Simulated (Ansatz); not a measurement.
# YSb (Fm-3m): the size of the finite step

```yaml
crystal:
  lattice:
    - [0.00000, 3.10467, 3.10467]
    - [3.10467, 0.00000, 3.10467]
    - [3.10467, 3.10467, 0.00000]
  atoms:
    - { symbol: Y, position: [0.50000, 0.50000, 0.50000] }
    - { symbol: Sb, position: [0.00000, 0.00000, 0.00000] }
```

The conventional cell has a = 6.209 Å, b = 6.209 Å, c = 6.209 Å, α = 90.00°, β = 90.00°, γ = 90.00°. Y (atom 1) is surrounded by 6 Sb at 3.10 Å. Sb (atom 2) has 6 Y at 3.10 Å as nearest neighbours.

Computed, not measured; unless marked otherwise by r²SCAN, PAW on Ansatz 0.2.0's default frozen-core files (fitted under PBE), scalar-relativistic. k mesh 12×12×12, strains of ±0.005, Fermi-Dirac smearing of 0.050 eV, cutoff 500 eV. The cell was relaxed by PAW under this functional.

**Question.** Elastic constants come from stresses at strains of ±0.005 (two-point stencil): C11 = 151.0, C12 = 19.5, C44 = 27.3 GPa. What does an amplitude of 0.04 give?

**Answer.** C11 = 155.9, C12 = 19.3, C44 = 28.1 GPa. A large step picks up anharmonic terms.

Known limits: frozen-core PAW files fitted under PBE, their cores solved anew for the functional of the run; responses of metals move with mesh and smearing.
